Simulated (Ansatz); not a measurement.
## LiYbCu2P2 with scf.eigensolver.kind, basis.precision, scf.occupations.width, scf.occupations.method, basis.ecutwfc changed

All numbers are calculated (PBEsol, no spin polarisation, no spin-orbit coupling; Ansatz, PAW set soft_2, 420 eV, k-mesh 9×9×6), not measured. These are the settings of the reference run.

Cell:

```xyz
6
Lattice="3.9278 0.0000 0.0000 -1.9639 3.4016 0.0000 0.0000 0.0000 6.4008" Properties=species:S:1:pos:R:3 pbc="T T T"
Cu    1.9639    1.1339    4.2375
Cu    0.0000    2.2677    2.1633
Li    0.0000    0.0000    3.2004
P     1.9639    1.1339    1.6798
P     0.0000    2.2677    4.7210
Yb    0.0000    0.0000    0.0000
```

The reference run of this cell is solved again as a single point with these keys changed:

| key | reference run | changed run |
| --- | --- | --- |
| scf.eigensolver.kind | not typed | davidson |
| basis.precision | not typed | f64 |
| scf.occupations.width | 0.05 | not typed |
| scf.occupations.method | gaussian | tetrahedron |
| basis.ecutwfc | 420 | 550 eV |

Task: How far do the results move?

Result: 

```
                                    quantity  reference run  changed run
energy, changed less reference (meV an atom)              0         -1.2
                              pressure (GPa)            0.0          0.0
                        largest force (eV/Å)           0.00         0.00
                        gap on the mesh (eV)           0.00         0.00
```

The energy moves by 1.2 meV an atom (0.01 eV for the cell). It took 17 iterations.

Caveats: the reference run: 4f shell without a U, which puts 4f levels too near the Fermi level; a single point, atoms not relaxed again; the program warns that forces and stress by tetrahedra needn't match the slope of the energy.
